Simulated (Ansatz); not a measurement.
Here is an unrelaxed guess for InAs3.

```cif
data_structure
_symmetry_space_group_name_H-M 'P6/mmm'
_symmetry_Int_Tables_number 191
_cell_length_a 3.7531
_cell_length_b 3.7531
_cell_length_c 8.3881
_cell_angle_alpha 90.000
_cell_angle_beta 90.000
_cell_angle_gamma 120.000
_cell_volume 102.32
loop_
_atom_site_label
_atom_site_type_symbol
_atom_site_symmetry_multiplicity
_atom_site_Wyckoff_symbol
_atom_site_fract_x
_atom_site_fract_y
_atom_site_fract_z
_atom_site_occupancy
In1 In 1 b 0.00000 0.00000 0.50000 1
As1 As 2 e 0.00000 0.00000 0.72444 1
As2 As 1 a 0.00000 0.00000 0.00000 1
```

Level of theory: Ansatz 0.2.0, DFT PBE, scalar-relativistic, plane waves, PAW. Plane waves to 420 eV, a k mesh through Γ of 6×6×2 on the computed 4-atom cell and Gaussian smearing (0.10 eV); no spin polarisation.

The zero of energy is the elements' standard structures at the same level; no fitted shifts are applied.

Problem. What does a single point on this coarse mesh give?

Solution. The pressure is 42.3 GPa (the mean over three directions, positive in compression), the largest force is 19.16 eV/Å, and the energy is +3.16 eV/atom against the elements. The shortest distance is 1.88 Å, so close that the PAW spheres overlap strongly and these values are rough.

Problem. How much does it gain on relaxing, and where does it end?

Solution. Relaxing gains about 2.9 eV/atom (the start's value is from the coarse mesh, so the gain is rough) in 20 ionic steps and ends at +0.24 eV/atom on the finer mesh. The symmetry stays P6/mmm (No. 191). The volume per atom shrinks by 15.3 %, from 25.6 to 21.7 Å³. The shortest distance goes from 1.88 Å (In–As) to 2.74 Å (As–As). The ratio c/a of the conventional cell changes by a factor of 1.70. Conventional cell: a = 2.978 Å, c = 11.293 Å. In is surrounded by 2 As at 2.91 Å and 6 In at 2.98 Å; around As on a site of symmetry 6mm lie 1 As at 2.74 Å, 1 In at 2.91 Å and 6 As at 2.98 Å; As on a site of symmetry 6/mmm is surrounded by 2 As at 2.74 Å and 6 As at 2.98 Å.

The last run used an 18×18×4 mesh (in the run's order of axes) for its 4-atom cell and Gaussian smearing of 0.10 eV. The reference form of As is held partly by dispersion forces, which this level lacks. The relaxation can't lower the symmetry of the start. Symmetry constrained the relaxation, so the result can be a saddle point. Another cell of InAs3 relaxed alike, in Im-3m, lies 177 meV/atom lower, so this cell isn't the stable form at this level.
